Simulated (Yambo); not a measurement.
G0W0@LDA for NaRhS2O8 (space group C2/m, No. 12) in Yambo. Reference settings: 2×2×2 Γ-centred k mesh, bands 6 to 233 and a 7 Ry block in the screening, 233 bands in G with the Bruneval-Gonze terminator, plasmon pole fitted at 27.2 eV. The LDA gap (0, -0.5, -0.5) → (0, -0.5, 0) on this mesh is 1.08 eV; G0W0 gaps are taken between the same points.

With and without the terminator, as bands are cut:

| bands in G (in W) | gap, terminator (eV) | gap, none (eV) | valence shift, terminator (eV) | valence shift, none (eV) |
|---|---|---|---|---|
| 71 (71) | 3.487 | 3.499 | -0.560 | -0.219 |
| 100 (100) | 3.412 | 3.455 | -0.572 | -0.239 |
| 138 (138) | 3.373 | 3.398 | -0.644 | -0.319 |
| 185 (185) | 3.349 | 3.363 | -0.706 | -0.430 |
| 233 (233) | 3.350 | 3.375 | -0.741 | -0.517 |

Over this range the gap spans 0.138 eV with the terminator and 0.136 eV without, the valence shift 0.181 eV and 0.298 eV. Neither column has reached its limit for certain.

Spin-orbit coupling is not included.

Geometry of the Materials Project entry, not relaxed at this level; primitive cell a = b = 4.769 Å, c = 7.218 Å, α = β = 92.37°, γ = 66.57°.

The structure is a Materials Project entry; no match was found in the copy of COD used, and its stability was not checked.

A shift is the quasiparticle energy of the state minus its LDA energy.
